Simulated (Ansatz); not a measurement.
The cell below belongs to a search over invented structures; it isn't taken from experiment.

Input and command of a plane-wave DFT calculation in Ansatz:

```yaml
crystal:
  lattice:
    - [2.20997267, -6.29078034, 0.0]
    - [2.20997267, 6.29078034, 0.0]
    - [0.0, 0.0, 13.6928511]
  atoms:
    - { symbol: Te, position: [0.86128997, 0.13871003, 0.41666667] }
    - { symbol: Te, position: [0.86128997, 0.13871003, 0.08333333] }
    - { symbol: Te, position: [0.13871003, 0.86128997, 0.58333333] }
    - { symbol: Te, position: [0.13871003, 0.86128997, 0.91666667] }
    - { symbol: Pb, position: [0.63176072, 0.36823928, 0.41666667] }
    - { symbol: Pb, position: [0.63176072, 0.36823928, 0.75] }
    - { symbol: Pb, position: [0.63176072, 0.36823928, 0.08333333] }
    - { symbol: Pb, position: [0.36823928, 0.63176072, 0.25] }
    - { symbol: Pb, position: [0.36823928, 0.63176072, 0.58333333] }
    - { symbol: Pb, position: [0.36823928, 0.63176072, 0.91666667] }
    - { symbol: Se, position: [0.86128997, 0.13871003, 0.75] }
    - { symbol: Se, position: [0.13871003, 0.86128997, 0.25] }
basis:
  ecutwfc: 420
kpoints:
  mp_grid: { grid: [4, 4, 2] }
hamiltonian:
  xc: pbe
scf:
  occupations: { method: gaussian, width: 0.1 }
  lower_state_search: "off"
output:
  forces: true
  stress: true
  eigenvalues: true
relax:
  adjacent_minimum: "off"
  f_tol: 0.04
  max_steps: 70
  cell: { stress_tol: 0.4 }
```

```bash
ansatz run input.yaml --threads 4 --pin off --max-ram 8192MiB --backend cpu --events-out ev --progress --plain --runs-dir out
```

Processor: Arm Neoverse V1, 4 threads, on a host shared with other jobs.

Problem. How long does it run, and how much memory does it take?

Solution. About 84 s, peak memory 1.5 GiB. It solves 108 bands at 14 k points (after reduction by symmetry) with about 7953 plane waves (on the last cell), in 38 SCF iterations over 6 ionic steps.
